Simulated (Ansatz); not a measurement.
BaSi2:
```cif
data_BaSi2
_chemical_formula_sum 'Ba1 Si2'
_space_group_name_H-M_alt 'P-3m1'
_space_group_IT_number 164
_space_group_name_Hall '-P 3 2"'
_cell_length_a 4.03488
_cell_length_b 4.03488
_cell_length_c 5.20310
_cell_angle_alpha 90.000
_cell_angle_beta 90.000
_cell_angle_gamma 120.000
loop_
_atom_site_label
_atom_site_type_symbol
_atom_site_symmetry_multiplicity
_atom_site_Wyckoff_symbol
_atom_site_fract_x
_atom_site_fract_y
_atom_site_fract_z
_atom_site_occupancy
Ba1 Ba 1 a 0.00000 0.00000 0.00000 1
Si1 Si 2 d 0.33333 0.66667 0.44023 1
```

This is the PBEsol-relaxed structure.

Task: All from DFT-PBEsol in the program Ansatz with PAW potentials, unless another level is named. Predict the electronic character.

Result: metallic (no gap).

Task: And the density of states at the Fermi level?

Result: 0.34 states/eV per atom (mean over ±0.08 eV).

Task: Predict the formation energy from the elements (no fitted shifts).

Result: -0.44 eV/atom.

Task: Next, the gap with spin–orbit coupling?

Result: none (metallic).

The first step of the workflow began from a Materials Project structure, measured or hypothetical; the Crystallography Open Database copy checked does not list it. COD files the formula under space group No. 62, 191, so this cell is another polymorph or a model. Whether it is the stable phase at ambient conditions was not checked. The cell was relaxed with PBEsol under the symmetry of its start; of distortions, only those at the zone centre were tested. The references are the lowest solids computed at this level, not always the standard phases. Spin–orbit coupling is left out wherever it is not named.

Potentials: the later of the program's two PAW sets.
